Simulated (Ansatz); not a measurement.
Si3N4 in space group I-43d (No. 220; N on 16c, Si on 12b), PBEsol (plane waves, PAW; program Ansatz). The conduction-band minimum lies on the Γ–H line, 45 % of the way from Γ, with 6 equivalent valleys. Second derivatives d²E/dk² of the lowest band at one valley (eV·Å²), along Cartesian directions:

```
direction  d²E/dk²
---------  -------
[100]        14.27
[010]        14.27
[001]        9.916
[110]        14.27
[101]        12.09
[011]        12.09
```

### Question
Find the principal effective masses, the density-of-states mass and the conductivity mass.

### Answer
Off-diagonal terms follow from H_xy = H[110] − (H_xx + H_yy)/2, and m*/mₑ = 7.620 eV·Å² over each eigenvalue: 0.53, 0.53, 0.77. One valley's DOS mass (m₁m₂m₃)^(1/3) = 0.60, conductivity mass 3/(Σ 1/mᵢ) = 0.59 mₑ.

### Question
What effective density of states Nc follows at 300 K for parabolic valleys?

### Answer
Nc = 2.509e19 × 6 × (0.60)^(3/2) ≈ 7.0e19 cm⁻³.

### Question
With the computed static dielectric constant 9.59 (mean of the diagonal), estimate a hydrogenic donor's binding energy and radius.

### Answer
E = 13.606 eV × 0.59/9.59² ≈ 87 meV; a = 0.529 Å × ε/m* ≈ 8.6 Å. Semilocal masses tend to be too small when the gap is underestimated.

The workflow started from an entry of the Crystallography Open Database (COD), which files this formula under 4 space groups. It is not the phase usual at ambient conditions (space group No. 176). The PBEsol relaxation kept the symmetry of its start; whether a distortion lowers the energy is not shown.

Potentials: the earlier of the program's two PAW sets. The files were generated under PBE; for other functionals the program regenerates the frozen cores, and for LDA and PBEsol the local potential too.
